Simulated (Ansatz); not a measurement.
Task: Name crystals whose computed values (r²SCAN in the plane-wave PAW code Ansatz) fall in these windows: electron conductivity mass (mₑ) 0.045 to 0.060; B₀ by P(V) fit (GPa) 63 to 85; HSE06 gap (eV) 0.54 to 0.71.

Result: 

```tsv
crystal	electron conductivity mass (mₑ)	B₀ by P(V) fit (GPa)	HSE06 gap (eV)
InP, P6_222 (In on 3c, P on 3d)	0.052	71.6	0.66
InP, P6_422 (In on 3c, P on 3d)	0.052	73.7	0.66
```
Others may fit too.

Typed or built starts, not in the databases checked: InP, P6_222 (In on 3c, P on 3d); InP, P6_422 (In on 3c, P on 3d). Not the usual ambient phase: InP, P6_222 (In on 3c, P on 3d); InP, P6_422 (In on 3c, P on 3d). All cells were relaxed under the symmetry of their starts (and spin orders); stability against distortions was not tested throughout. Spin–orbit coupling is left out wherever it is not named.

Potentials: the later of the program's two PAW sets.
